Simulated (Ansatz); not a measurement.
**Structure relaxation, Cr2N**

The start is a generated cell, Cr2N built in the AFLOW prototype AB2_mC6_12_a_i (C34, as in Te2Au). The structure is fully relaxed (lattice and positions, P = 0) with PBE (plane waves to 420 eV, PAW, scalar-relativistic; Ansatz, a first-principles code). The first steps use a coarse 9×9×7 k-mesh.

Input geometry:
```
CELL_PARAMETERS angstrom
      2.54550    -1.56044     0.00000
      2.54550     1.56044     0.00000
     -0.00251     0.00000     3.58969
ATOMIC_POSITIONS crystal
  N  0.00000 0.00000 0.00000
  Cr 0.68790 0.68790 0.28890
  Cr 0.31210 0.31210 0.71110
```
Spin-polarised start, with parallel moments on Cr.

What pressure does the first self-consistent step give?

+12 GPa (positive: the cell is compressed).

Does the structure survive the relaxation? Give the final space group.

The space group goes from C2/m (No. 12) to P-3m1 (No. 164); the end is anti-CdI2 type, with 3 atoms in the primitive cell.

By how much does the energy per atom fall from start to end?

0.60 eV/atom.

How does the volume per atom move from start to end?

+3.0 %, from 9.51 to 9.79 Å³/atom.

How do the shortest distances between atoms change?

The closest pairs of elements (up to four, under 3.6 Å), start → end: Cr–N 1.90 → 1.94 Å; Cr–Cr 2.27 → 2.65 Å; N–N 2.99 → 2.83 Å.

Is the relaxed structure metallic? Give its gap.

No gap (metallic).

What magnetic moments remain?

Zero (the starting moments vanished).

What does it relax into? Give the structure.


```cif
data_Cr2N
_chemical_formula_sum 'N1 Cr2'
_space_group_name_H-M_alt 'P-3m1'
_space_group_IT_number 164
_space_group_name_Hall '-P 3 2"'
_cell_length_a 2.83317
_cell_length_b 2.83317
_cell_length_c 4.22468
_cell_angle_alpha 90.000
_cell_angle_beta 90.000
_cell_angle_gamma 120.000
loop_
_atom_site_label
_atom_site_type_symbol
_atom_site_symmetry_multiplicity
_atom_site_Wyckoff_symbol
_atom_site_fract_x
_atom_site_fract_y
_atom_site_fract_z
_atom_site_occupancy
N1 N 1 a 0.00000 0.00000 0.00000 1
Cr1 Cr 2 d 0.33333 0.66667 0.24645 1
```

Final values are on a 19×19×11 k-mesh of the relaxed cell. No spin polarisation in the result: the starting moments vanished. The relaxed primitive cell holds an odd number of electrons. A magnetic state may lie lower.

The run could not lose the symmetry of its start; a randomly shaken copy of 6 atoms returns to this structure.

The relaxed structure here is a generated cell of Cr2N: the first start was made by placing the elements on the sites of a structure type, and the end was not matched to a known phase here, so it may be hypothetical.
